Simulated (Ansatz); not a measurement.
Sr (fcc, Cu type)

```yaml
crystal:
  lattice:
    - [0.00000, 6.02892, 6.02892]
    - [3.01446, 0.00000, 3.01446]
    - [3.01446, 3.01446, 0.00000]
  atoms:
    - { symbol: Sr, position: [0.00000, 0.00000, 0.00000] }
    - { symbol: Sr, position: [0.50000, 0.00000, 0.00000] }
```

A phonon eigenvector at L = (0.5, 0.0, 0.0) is frozen into this cell: atom i moves by Q times the vector below, so Q is the largest atomic displacement, in Å. The cell is held. It is one choice among 2 degenerate patterns. (q is in reciprocal vectors of the primitive cell; the cell shown is doubled to hold the pattern.)

```json
[
 {"atom": "Sr1", "x": "-0.285", "y": "0.520", "z": "-0.805"},
 {"atom": "Sr2", "x": "0.285", "y": "-0.520", "z": "0.805"}
]
```

Level of theory: PBE (plane waves to 420 eV, PAW, scalar-relativistic; Ansatz, a program for electronic structure). k mesh 13×13×13 (Γ-centred), Fermi-Dirac smearing 0.05 eV. E stands for the smeared free energy. With partly filled bands, energies and forces of such displacements shift with the k mesh and the smearing. Sr was relaxed with its symmetry unable to fall. The zero of ΔE is the undisplaced structure. The last digit holds for this mesh only.

```csv
Q (Å),ΔE (meV/cell)
-0.2800,54.36
-0.2333,38.69
-0.1867,25.27
-0.1400,withheld
-0.0933,6.49
-0.0467,1.63
0.0000,0.00
0.0467,1.63
0.0933,6.49
0.1400,withheld
0.1867,25.27
0.2333,38.69
0.2800,54.36
```

Question: Fit an even polynomial form (powers 2, 4) to the given rows and predict ΔE at Q = 0.1400.

Answer: Least squares on the 11 given rows: ΔE = (750.5)·Q² + (-728.9)·Q⁴, in meV/cell with Q in Å; root-mean-square residual 0.006 meV/cell. At 0.1400 the fit gives 14.43 meV/cell; the calculation gives 14.44 meV/cell, so the interpolation is off by -0.01 (-0.1 %). The quadratic term alone would give 14.71 meV/cell.

(A displaced cell: forces are minus the slopes of the energy, force constants its curvatures, and phonons follow from these.)
